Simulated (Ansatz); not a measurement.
Input and command of a calculation in Ansatz (plane waves; scalar-relativistic PAW potentials unless the input names others):

```yaml
crystal:
  lattice:
    - [1.16286051, -3.57295105, 0.0]
    - [1.16286051, 3.57295105, 0.0]
    - [0.0, 0.0, 2.91613326]
  atoms:
    - { symbol: P, position: [0.8937544183, 0.1062455817, 0.0719645273] }
    - { symbol: P, position: [0.6062455817, 0.3937544183, 0.5719645273] }
    - { symbol: P, position: [0.1062455817, 0.8937544183, 0.9280354727] }
    - { symbol: P, position: [0.3937544183, 0.6062455817, 0.4280354727] }
basis:
  ecutwfc: 420
kpoints:
  mp_grid: { grid: [10, 10, 8] }
hamiltonian:
  xc: pbe
  dispersion: d3bj
scf:
  occupations: { method: gaussian, width: 0.01 }
  max_iter: 100
output:
  forces: true
  eigenvalues: true
  stress: true
```

```bash
ansatz run input.yaml --threads 2 --pin off --max-ram 5120MiB --backend cpu --events-out ev --progress --plain --runs-dir out
```

Abridged log:
```
Basis set: ecut = 420 eV, 469 PW (Γ), exchange–correlation on 54×54×40 points (8 copies of the dense FFT grid, shifted against one another)
Bands: 14, of which v1, the nominal top of the filled ones, is band 10 counted from 1 (9 counted from 0)
Symmetry: 8 space group operations
k-points: 155 of 800
SCF iter   1: F=—  HF=-2976.048837 eV  |F-HF|=—  |Δ(HF+E_count)|=         —  Δρ=5.49e-2  dr2=7.69e-1  ethr=1.77e-3  ⟨swp⟩=6.9  Hψ=16232  notcnv=0
SCF iter   2: F=—  HF=-2975.832075 eV  |F-HF|=—  |Δ(HF+E_count)|=   2.17e-1  Δρ=3.06e-2  dr2=2.16e-1  ethr=1.77e-3  ⟨swp⟩=2.0  Hψ=3989  notcnv=0  defer=42
SCF iter   3: F=—  HF=-2975.752800 eV  |F-HF|=—  |Δ(HF+E_count)|=   7.93e-2  Δρ=4.05e-3  dr2=6.40e-3  ethr=1.08e-3  ⟨swp⟩=2.6  Hψ=3918  notcnv=0  defer=42
SCF iter   4: F=—  HF=-2975.751725 eV  |F-HF|=—  |Δ(HF+E_count)|=   1.07e-3  Δρ=2.13e-3  dr2=2.03e-3  ethr=3.20e-5  ⟨swp⟩=3.0  Hψ=4404  notcnv=0  defer=41
SCF iter   5: F=—  HF=-2975.751215 eV  |F-HF|=—  |Δ(HF+E_count)|=   5.11e-4  Δρ=8.11e-4  dr2=3.10e-4  ethr=1.01e-5  ⟨swp⟩=2.7  Hψ=3611  notcnv=0  defer=40
SCF iter   6: F=—  HF=-2975.751128 eV  |F-HF|=—  |Δ(HF+E_count)|=   8.71e-5  Δρ=1.77e-4  dr2=1.59e-5  ethr=1.55e-6  ⟨swp⟩=2.5  Hψ=3172  notcnv=0  defer=40
SCF iter   7: F=—  HF=-2975.751127 eV  |F-HF|=—  |Δ(HF+E_count)|=   1.81e-7  Δρ=2.07e-5  dr2=1.81e-7  ethr=7.96e-8  ⟨swp⟩=2.2  Hψ=3136  notcnv=0  defer=40
SCF iter   8: F=-2975.751127 eV  HF=-2975.751127 eV  |F-HF|=6.84e-10  |Δ(HF+E_count)|=   3.41e-8  Δρ=1.48e-6  dr2=8.53e-10  ethr=5.00e-10  ⟨swp⟩=6.8  Hψ=10773  notcnv=0
SCF 1 converged in 8 iterations: F = -2975.751127 eV  dr2 = 8.53e-10
SCF converged after 8 iterations
Free energy (F): -2975.751127 eV
Harris-Foulkes:  -2975.751127 eV  (|F-HF|=6.84e-10)
Internal energy: -2975.751097 eV  (E = F + TS)
E sigma→0 (E₀):  -2975.751112 eV
Entropy (-TS):   -0.000030 eV (-0.008 meV/atom)
Fermi energy:    29.515122 eV
  E_disp       = -4.726099  (pairwise vdW)
--- Forces (eV/Å), atoms counted from 1 ---
  atom   1  P      0.00000000    28.93536616   -30.40206659
  atom   2  P      0.00000000   -28.93536616   -30.40206659
  atom   3  P      0.00000000   -28.93536616    30.40206659
  atom   4  P      0.00000000    28.93536616    30.40206659
--- Stress (GPa, compression-positive) ---
      926.566234       0.000000       0.000000
        0.000000     720.636126       0.000000
        0.000000       0.000000     805.072808
  P = ⅓ Tr σ = 817.4251 GPa (8174.251 kbar)
```

Problem. The run was meant for a cell not far from equilibrium. What should be changed?

Solution. The fault is a lattice far too small (lattice vectors times 0.700). Setting it back cures it. The run converged all the same, with an energy at zero smearing 12.1 eV/atom above the reference's, pressure 817.43 GPa, largest force 41.971 eV/Å, no gap on the mesh, so convergence alone doesn't show that an input is right. A reference run of the cell with lattice vectors 1.6612 -5.1042 0.0000; 1.6612 5.1042 0.0000; 0.0000 0.0000 4.1659 Å and the atoms in their places converged, and the end of its own relaxation has pressure -0.03 GPa, largest force 0.003 eV/Å, no gap on the mesh.

It took 2.2 s on 2 threads of Arm Neoverse V1, on a shared host, peak memory 0.31 GiB.